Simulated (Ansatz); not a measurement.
Here is the system:

WC in space group P-6m2 (No. 187; W on 1a, C on 1f), a = b = 2.8837 Å, c = 2.8118 Å, α = β = 90.00°, γ = 120.00°.

This is the LDA-relaxed structure.

Task: All from the program Ansatz at the LDA level (PAW), unless another level is named. Predict the vibrational entropy at 300 K.

Result: 15.7 J/(K·mol of atoms).

Task: Next, the bulk modulus (Birch–Murnaghan fit)?

Result: 4210 kbar.

Task: Predict the zero-point energy.

Result: 80.5 meV/atom.

Task: What about the highest zone-centre frequency?

Result: 630 cm^-1.

Symmetry was held in the LDA relaxation; phonons on a q-mesh show no instability. The run is not spin-polarised. As this level gives no gap, phonon frequencies hold no LO–TO term and depend on the k-mesh and smearing (Fermi–Dirac, 0.1 eV here). Scalar-relativistic: spin–orbit coupling is off unless named, which matters more the heavier the elements.

Potentials: the later of the program's two PAW sets.
